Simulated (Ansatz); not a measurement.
Al2ZnSe4:
```yaml
crystal:
  lattice:
    - [-2.75819, 2.75819, 5.41354]
    - [2.75819, -2.75819, 5.41354]
    - [2.75819, 2.75819, -5.41354]
  atoms:
    - { symbol: Al, position: [0.25000, 0.75000, 0.50000] }
    - { symbol: Al, position: [0.50000, 0.50000, 0.00000] }
    - { symbol: Zn, position: [0.00000, 0.00000, 0.00000] }
    - { symbol: Se, position: [0.39988, 0.89224, 0.02497] }
    - { symbol: Se, position: [0.10776, 0.13273, 0.50764] }
    - { symbol: Se, position: [0.86727, 0.37491, 0.97503] }
    - { symbol: Se, position: [0.62509, 0.60012, 0.49236] }
```

Relaxed with PBEsol.

Q: Give the Bader charges and basin volumes of the independent atoms, the program Ansatz at the PBEsol level (PAW).

A: 

| atom | Bader charge (e) | Bader volume (Å³) |
|---|---|---|
| Al1 | +2.11 | 7.0 |
| Al2 | +2.11 | 7.0 |
| Zn3 | +0.71 | 15.2 |
| Se4 | -1.23 | 33.9 |

Space group I-4. The workflow started from a Materials Project entry (that database holds measured and hypothetical structures alike); the Crystallography Open Database files this formula in space group No. 82, but the cells were not matched. Whether it is the stable phase at ambient conditions was not checked. The cell was relaxed with PBEsol under the symmetry of its start; whether a distortion lowers the energy is not shown.

Potentials: the later of the program's two PAW sets.
